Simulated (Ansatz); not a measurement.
A geometry of Cr away from equilibrium: the start of the relaxation of a generated trial cell of Cr in the AFLOW prototype A_tP4_129_ac (A_d). All values below come from r2SCAN (plane waves to 500 eV, PAW, scalar-relativistic; Ansatz, a program for electronic structure). Γ-centred k-mesh 8×8×11 on the run's cell (coarser than for final values), Fermi–Dirac smearing 0.05 eV.

```xyz
4
Lattice="4.1027 0.0000 0.0000 0.0000 4.1027 0.0000 0.0000 0.0000 2.8384" Properties=species:S:1:pos:R:3:forces:R:3 pbc="T T T" free_energy=-13529.389 pressure_GPa=17.2
Cr     0.0000     0.0000     0.0000    0.0000    0.0000    0.0000
Cr     2.0513     2.0513     0.0000    0.0000    0.0000    0.0000
Cr     2.0513     0.0000     1.0644    0.0000    0.0000    3.3856
Cr     0.0000     2.0513     1.7740    0.0000    0.0000   -3.3856
```

Positions in Å, forces in eV/Å, free energy of the cell in eV (comparable only within this code, potentials and settings). Largest force: 3.39 eV/Å, on Cr3, Cr4 (atoms numbered as listed); the geometry lies 0.35 eV/atom above the end of its relaxation.

Spin-polarised start, with parallel moments on Cr.

Spin state reached: antiferromagnetic (net 0.00 μB/atom), from parallel starting moments; other spin orders were not run from this start.

The run could not lose the symmetry of its start; a randomly shaken copy of 4 atoms returns to this structure.
